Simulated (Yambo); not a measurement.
## How GW settings move the gap: Ca$_{3}$SbP

G0W0@PBEsol for Ca3SbP (anti-perovskite, space group Pm-3m, No. 221) in Yambo. Reference settings: 2×2×2 Γ-centred k mesh, bands 7 to 328 and a 6 Ry block in the screening, 328 bands in G with the Bruneval-Gonze terminator, plasmon pole fitted at 27.2 eV. The PBEsol gap Γ → Γ on this mesh is 0.45 eV; G0W0 gaps are taken between the same points.

```json
[
 {"change from the reference": "reference settings", "G0W0 gap Γ → Γ (eV)": "1.14", "shift of the valence edge (eV)": "-0.57", "rough Yambo cost": "1"},
 {"change from the reference": "216 bands in W, 216 bands in G", "G0W0 gap Γ → Γ (eV)": "1.15", "shift of the valence edge (eV)": "-0.45", "rough Yambo cost": "within a factor of two"},
 {"change from the reference": "216 bands in G", "G0W0 gap Γ → Γ (eV)": "1.13", "shift of the valence edge (eV)": "-0.52", "rough Yambo cost": "–"},
 {"change from the reference": "160 bands in W", "G0W0 gap Γ → Γ (eV)": "1.15", "shift of the valence edge (eV)": "-0.39", "rough Yambo cost": "within a factor of two"},
 {"change from the reference": "3 Ry block", "G0W0 gap Γ → Γ (eV)": "1.02", "shift of the valence edge (eV)": "-0.42", "rough Yambo cost": "within a factor of two"},
 {"change from the reference": "pole fitted at 40 eV", "G0W0 gap Γ → Γ (eV)": "1.15", "shift of the valence edge (eV)": "-0.62", "rough Yambo cost": "–"},
 {"change from the reference": "no random integration", "G0W0 gap Γ → Γ (eV)": "1.11", "shift of the valence edge (eV)": "-0.38", "rough Yambo cost": "–"},
 {"change from the reference": "130 bands in G, no terminator", "G0W0 gap Γ → Γ (eV)": "1.02", "shift of the valence edge (eV)": "0.14", "rough Yambo cost": "–"},
 {"change from the reference": "216 bands in G, no terminator", "G0W0 gap Γ → Γ (eV)": "1.13", "shift of the valence edge (eV)": "-0.31", "rough Yambo cost": "–"}
]
```

The reference isn't shown to be the converged limit. Costs are rough (shared machines), scaled to the same edge states, and given only for runs that recompute the screening.

The cell is held in this high symmetry; tilts and polar distortions were not searched.

The standard potential for Sb keeps a d shell in the valence without the s and p states of that shell. In tests on such compounds this moved G0W0 gaps by up to about 0.9 eV, so absolute quasiparticle energies here are unreliable; differences between settings are what counts.

Spin-orbit coupling is included.

Geometry of the Materials Project entry, not relaxed at this level; primitive cell a = 5.3824 Å, b = 5.3824 Å, c = 5.3824 Å, α = 90.00°, β = 90.00°, γ = 90.00°.

The structure is a Materials Project entry; no match was found in the copy of COD used, and its stability was not checked.

A shift is the quasiparticle energy of the state minus its PBEsol energy.
